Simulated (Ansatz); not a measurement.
YTaN$_{3}$:
Space group R3c, hexagonal axes (No. 161); a = b = 5.6191 Å, c = 14.0354 Å, α = β = 90.00°, γ = 120.00°

| atom | site | symmetry | x | y | z |
|---|---|---|---|---|---|
| Y | 6a | 3. | 0.0000 | 0.0000 | 0.4766 |
| Ta | 6a | 3. | 0.0000 | 0.0000 | 0.2076 |
| N | 18b | 1 | 0.3244 | 0.0730 | 0.1114 |
(The calculation used a cell of 10 atoms; values per cell refer to that cell.)

Relaxed at zero pressure with r²SCAN (plane waves, PAW; program Ansatz).

Q: The volume is raised by 3 % and shape and atoms relax at that volume. What pressure results, and how do the axes share the change?

A: -4.9 GPa; a 0.5 %, b 0.5 %, c 2.0 %; the energy rises by 6 meV/atom.

Q: Give the new structure.

A: 
Space group R3c, hexagonal axes (No. 161); a = b = 5.6465 Å, c = 14.3168 Å, α = β = 90.00°, γ = 120.00°

```json
[
 {"atom": "Y", "site": "6a", "symmetry": "3.", "x": "0.0000", "y": "0.0000", "z": "0.0200"},
 {"atom": "Ta", "site": "6a", "symmetry": "3.", "x": "0.0000", "y": "0.0000", "z": "0.2920"},
 {"atom": "N", "site": "18b", "symmetry": "1", "x": "0.3421", "y": "0.0828", "z": "0.2232"}
]
```

The phase is kept; no other phase was compared at this pressure.

The start of the workflow was typed in or built on a structure type; neither database checked (COD, Materials Project) lists it. Whether it is the stable phase at ambient conditions was not checked. The r²SCAN relaxation kept the symmetry of its start; its stability against distortions is not shown here. No spin polarisation was allowed. Scalar-relativistic: spin–orbit coupling is off unless named, which matters more the heavier the elements.

Potentials: the earlier of the program's two PAW sets.
